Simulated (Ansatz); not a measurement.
Si5Te8:
```
CELL_PARAMETERS angstrom
      7.81473     0.00000     0.00000
     -3.90737     6.76776     0.00000
      0.00000     0.00000     6.78768
ATOMIC_POSITIONS crystal
  Si 0.00000 0.00000 0.00000
  Te 0.16595 0.33190 0.75900
  Te 0.33190 0.16595 0.24100
  Si 0.00000 0.50000 0.00000
  Te 0.16595 0.83405 0.75900
  Te 0.33333 0.66667 0.22668
  Si 0.50000 0.00000 0.00000
  Te 0.66667 0.33333 0.77332
  Te 0.83405 0.16595 0.24100
  Si 0.50000 0.50000 0.00000
  Te 0.66810 0.83405 0.75900
  Te 0.83405 0.66810 0.24100
  Si 0.00000 0.00000 0.50000
```

Relaxed with PBE. Special points in fractions of this cell's reciprocal vectors: Γ (0.000, 0.000, 0.000); M (0.500, 0.000, 0.000); K (0.333, 0.333, 0.000); A (0.000, 0.000, 0.500); L (0.500, 0.000, 0.500); H (0.333, 0.333, 0.500).

Task: List the band energies nearest the Fermi level at these points for the program Ansatz at the PBE level (PAW).

Result: In eV from the Fermi level; about four levels below and three above (degenerate sets whole), none deeper than 8.9 eV; points with the same levels are listed once.

```
k                    below                above
-  -----------------------  -------------------
Γ  -0.49 -0.37 -0.37 -0.34       0.99 0.99 1.01
M  -0.75 -0.58 -0.43 -0.06       0.33 0.42 1.46
K  -1.22 -1.17 -0.95 -0.95       0.52 0.55 0.55
A  -0.84 -0.84 -0.48 -0.48       0.84 2.02 2.02
L  -0.88 -0.61 -0.31 -0.06       0.19 0.36 0.85
H  -1.49 -1.49 -1.24 -1.24  0.09 0.15 0.91 0.91
```

Space group P-3m1. The start of the workflow was typed in or built on a structure type; neither database checked (COD, Materials Project) lists it. Its standing as an ambient phase is unchecked. Symmetry was held in the PBE relaxation; whether a distortion lowers the energy is not shown. Scalar-relativistic: spin–orbit coupling is off unless named, which matters more the heavier the elements.

Potentials: the earlier of the program's two PAW sets.
